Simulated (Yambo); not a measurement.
Absorption of Li4WO5 (space group I4, No. 79) with and without the electron-hole interaction (Yambo, PBEsol bands; 6×6×6 mesh, 15 valence and 4 conduction bands, static screening with 60 bands and a 3 Ry block, scissor 2.21 eV, Tamm-Dancoff; field along x). Axes are Cartesian, with cell vectors (Å) (-3.27, 3.27, 2.05), (3.27, -3.27, 2.05), (3.27, 3.27, -2.05).

```
E (eV)  Im ε, BSE  Im ε, independent quasiparticles
------  ---------  --------------------------------
3.10         0.05                              0.06
3.20         0.05                              0.06
3.30         0.06                              0.06
3.40         0.06                              0.07
3.50         0.06                              0.07
3.60         0.07                              0.07
3.70         0.08                              0.08
3.80         0.09                              0.08
3.90         0.10                              0.09
4.00         0.12                              0.10
4.10         0.14                              0.10
4.20         0.15                              0.11
4.30         0.17                              0.12
4.40         0.22                              0.13
4.50         0.31                              0.14
4.60         0.48                              0.15
4.70         0.75                              0.17
4.80         0.76                              0.19
4.90         0.60                              0.21
5.00         0.61                              0.23
5.10         0.70                              0.26
5.20         0.82                              0.30
5.30         1.12                              0.35
5.40         1.55                              0.42
5.50         1.57                              0.51
5.60         1.52                              0.63
5.70         1.72                              0.81
5.80         1.89                              1.04
5.90         2.07                              1.34
6.00         2.39                              1.80
6.10         2.63                              2.45
6.20         2.69                              3.39
6.30         2.70                              4.67
6.40         2.68                              6.31
6.50         2.52                              8.06
6.60         2.32                              9.21
6.70         2.17                              9.89
6.80         2.04                              10.2
6.90         1.94                              10.1
7.00         1.90                              9.16
7.10         1.90                              8.22
7.20         1.96                              7.62
7.30         2.14                              7.31
7.40         2.31                              6.98
7.50         2.39                              6.48
7.60         2.29                              5.94
7.70         2.14                              5.16
7.80         2.11                              4.48
7.90         2.14                              4.00
8.00         2.22                              3.67
8.10         2.28                              3.49
8.20         2.35                              3.35
8.30         2.51                              3.07
8.40         2.77                              2.69
8.50         3.14                              2.44
8.60         3.55                              2.25
8.70         3.89                              2.11
8.80         4.11                              1.95
8.90         4.12                              1.71
9.00         4.08                              1.49
9.10         4.18                              1.40
9.20         4.19                              1.36
9.30         3.80                              1.32
9.40         3.33                              1.21
9.50         2.90                              1.12
9.60         2.68                              1.06
9.70         2.58                              1.03
```

The scissor comes from a G0W0 run whose convergence isn't established. Broadening 0.15 eV. The band window holds all transitions up to 9.8 eV. Fine structure above the onset can come from the mesh.

Spin-orbit coupling is left out, which matters for elements this heavy: edges can move by tenths of an eV.

Geometry of the Materials Project entry, not relaxed at this level; primitive cell a = 5.059 Å, b = 5.059 Å, c = 5.059 Å, α = 99.48°, β = 99.48°, γ = 132.12°.

The structure is a Materials Project entry; no match was found in the copy of COD used, and its stability was not checked.
